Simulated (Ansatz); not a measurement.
An Ansatz input:

```yaml
crystal:
  lattice:
    - [-1.8821514369, 1.8821514369, 1.8821514369]
    - [1.8821514369, -1.8821514369, 1.8821514369]
    - [1.8821514369, 1.8821514369, -1.8821514369]
  atoms:
    - { symbol: In, position: [0.0, 0.0, 0.0] }
hamiltonian:
  xc: r2scan
  pseudopotentials:
    kind: paw_fr
    azcp:
      In: "pseudopotentials/In.paw.azcp"
basis:
  ecutwfc: 500
  fft_grid_basis: typed
kpoints:
  mp_grid: { grid: [12, 12, 12], shift: [0, 0, 0] }
magnetization:
  noncollinear: true
  spin_orbit: true
scf:
  occupations: { method: fermi_dirac, width: 0.1 }
```

and its output:

```
Engine: ansatz 0.2.0, x86_64-unknown-linux-gnu
Pseudopotentials: kind: paw_fr
Pseudopotential: In, paw_fr, valence charge 13, recommended cutoff 500 eV (meta_gga) 
Functional definition: r2SCAN
  parameter k0 = 0.174
  parameter k1 = 0.065
  parameter a1 = 4.9479
  exchange = r2scan_x(k0 = k0, k1 = k1, a1 = a1)
  correlation = r2scan_c
non-collinear run that drives no moment, with spin-orbit: no starting moment large enough to seed its density (crystal.atoms[].spin), no starting occupations that ask for one, no magnetisation constraint and no magnetic field, so the semilocal B_xc is pinned to zero
Crystal: 1 atoms, lattice volume = 26.670 Å³
Basis set: ecut = 500 eV, 675 PW (Γ), exchange–correlation on 96×96×96 points (64 copies of the dense FFT grid, shifted against one another)
Bands: 22, of which v1, the nominal top of the filled ones, is band 13 counted from 1 (12 counted from 0)
Symmetry: 48 space group operations + 48 with time reversal
Magnetic group: BNS 229.141 (UNI 1643), of the structure as read, at distance tolerance 3.0e-5 Å
k-points: 72 of 1728
Projection manifold: j_resolved (fully-relativistic pseudo-atomic orbitals)
Non-local potential: In, projectors of the file, l = 0: 2, l = 1: 4, l = 2: 4, l = 3: 4
PAW form: soft (Blöchl's): semilocal exchange-correlation on the pseudo side does not see the compensation charge
PAW frozen core: In, regenerated for the run's functional (the file was generated under x = pbe(κ = 0.804, μ = 0.2195149727645171), c = pbe(β = 0.06672455060314922))
PAW one-centre angular grid: In, 590 points (default); XC on 281 of its mesh's 2783 points in the sphere
Initial density: superposition of atomic densities (chi_scale 0.1, normalization cell)
Initial wavefunctions: pseudopotential atomic-orbital guess
Functional: x = r2scan, c = r2scan; τ floored in thin density (d = 2e-4 eV/Å³)
iter 1 solved again at ethr=3.00e-4 eV; its pass at ethr=3.10e-3 eV (dr2=3.90e-2 eV) is discarded
SCF iter   1: F=—  HF=-5602.165559 eV  |F-HF|=—  |Δ(HF+E_count)|=         —  Δρ=1.29e-2  dr2=4.47e-2  dr2_τ=2.59e-4  dr2_m=0.00e0 (ungated)  ethr=3.00e-4  |M|=0.00e0 ∫|m|=0.00e0 μB  |m|>n=0.0e0 m-floor=0.0e0 τ_xc=0.0e0  β_m=0.30  ⟨swp⟩=1.2  Hψ=6307  notcnv=0
eigensolver tolerance schedule calibrated: the retry pair's looser diagonalisation under-reported the residual by θ = 0.13 (0.12/decade); ethr = c·dr2/N_el runs at the constant in force after the calibration composes with the one it found (an armed cap, an earlier calibration), c = 6.5e-2
spin=Noncollinear: Kerker preconditioning applied to the charge; magnetization (m_x, m_y, m_z) channels mix plain (no charge-response kernel on spin).
SCF iter   2: F=—  HF=-5602.167626 eV  |F-HF|=—  |Δ(HF+E_count)|=   2.07e-3  Δρ=1.06e-2  dr2=2.69e-2  dr2_τ=1.04e-4  dr2_m=0.00e0 (ungated)  ethr=2.24e-4  |M|=0.00e0 ∫|m|=0.00e0 μB  |m|>n=0.0e0 m-floor=0.0e0 τ_xc=0.0e0  β_m=0.65  ⟨swp⟩=2.1  Hψ=1095  notcnv=0
SCF iter   3: F=—  HF=-5602.175950 eV  |F-HF|=—  |Δ(HF+E_count)|=   8.32e-3  Δρ=2.65e-3  dr2=1.60e-3  dr2_τ=1.06e-5  dr2_m=0.00e0 (ungated)  ethr=1.35e-4  |M|=0.00e0 ∫|m|=0.00e0 μB  |m|>n=0.0e0 m-floor=0.0e0 τ_xc=0.0e0  β_m=0.79  ⟨swp⟩=2.5  Hψ=1613  notcnv=0  defer=88
SCF iter   4: F=—  HF=-5602.177570 eV  |F-HF|=—  |Δ(HF+E_count)|=   1.62e-3  Δρ=6.32e-4  dr2=9.19e-5  dr2_τ=5.81e-7  dr2_m=0.00e0 (ungated)  ethr=8.03e-6  |M|=0.00e0 ∫|m|=0.00e0 μB  |m|>n=0.0e0 m-floor=0.0e0 τ_xc=0.0e0  β_m=0.89  ⟨swp⟩=2.7  Hψ=1204  notcnv=0  defer=88
SCF iter   5: F=—  HF=-5602.177820 eV  |F-HF|=—  |Δ(HF+E_count)|=   2.50e-4  Δρ=2.07e-4  dr2=1.05e-5  dr2_τ=2.44e-8  dr2_m=0.00e0 (ungated)  ethr=4.60e-7  |M|=0.00e0 ∫|m|=0.00e0 μB  |m|>n=0.0e0 m-floor=0.0e0 τ_xc=0.0e0  β_m=0.95  ⟨swp⟩=2.0  Hψ=1229  notcnv=0  defer=88
SCF iter   6: F=—  HF=-5602.177864 eV  |F-HF|=—  |Δ(HF+E_count)|=   4.36e-5  Δρ=7.57e-5  dr2=1.25e-6  dr2_τ=2.36e-9  dr2_m=0.00e0 (ungated)  ethr=5.25e-8  |M|=0.00e0 ∫|m|=0.00e0 μB  |m|>n=0.0e0 m-floor=0.0e0 τ_xc=0.0e0  β_m=0.97  ⟨swp⟩=2.0  Hψ=1231  notcnv=0  defer=88
SCF iter   7: F=-5602.177869 eV  HF=-5602.177869 eV  |F-HF|=8.18e-8  |Δ(HF+E_count)|=   5.07e-6  Δρ=1.25e-5  dr2=2.27e-8  dr2_τ=1.34e-10  dr2_m=0.00e0 (ungated)  ethr=5.01e-10  |M|=0.00e0 ∫|m|=0.00e0 μB  |m|>n=0.0e0 m-floor=0.0e0 τ_xc=0.0e0  ⟨swp⟩=1.8  Hψ=2407  notcnv=0
SCF 1 converged in 7 iterations: F = -5602.177869 eV  dr2 = 2.27e-8
SCF converged after 7 iterations
Magnetization: |M| = 0.0000 μB,  M = (+0.0000, +0.0000, +0.0000) μB
Absolute magnetization: 0.0000 μB (∫|m|)
  site 0: m = (+0.0000, +0.0000, +0.0000) μB, |m| = 0.0000 μB  (R = 1.34 Å)
Free energy (F): -5602.177869 eV
Harris-Foulkes:  -5602.177869 eV  (|F-HF|=8.18e-8)
Internal energy: -5602.162397 eV  (E = F + TS)
E sigma→0 (E₀):  -5602.170133 eV
Entropy (-TS):   -0.015472 eV (-15.472 meV/atom)
Fermi energy:    9.951047 eV
--- Per-component energies (eV) ---
  E_band       = -34.006685
  E_kinetic    = 241.106221
  E_local      = -1088.215977  (includes V_loc(G=0)·N_el)
  E_nonlocal   = 366.518914
  E_hartree    = 427.172979
  E_xc         = -201.612482
  E_vxc        = -107.693264  (∫ρ·V_xc dr)
  E_paw        = -4171.763574  (= ΣΔE_a)
  E_vpaw       = -307.737480  (= ΣTr[D̂ρ^β])
  E_aug_tail   = 0.000007  (compensation charges beyond the density's cutoff)
  E_vtau       = 7.666693  (kinetic-family band-sum trace: ∫τ·v_τ [+ j·A + Jᵃ·Aᵃ] dr)
  E_ewald      = -1176.342709
  E_core_change = 0.974225  (= ΣΔE_core)
  E_smearing   = -0.015472  (= −TS)
  E_closure    = 0.000000  (closes the sum)
  Σ components = -5602.177869   (vs F -5602.177869, Δ=0.00e0)
```

Command:

```sh
ansatz run input.yaml --threads 1 --pin off --max-ram 3584MiB --backend cpu --events-out ev --progress --plain --runs-dir out
```

On 1 thread of Intel(R) Xeon(R) Platinum 8259CL CPU @ 2.50GHz (Skylake/Cascade Lake) (shared host) this took about 17 s of wall time and 17 s of CPU time.
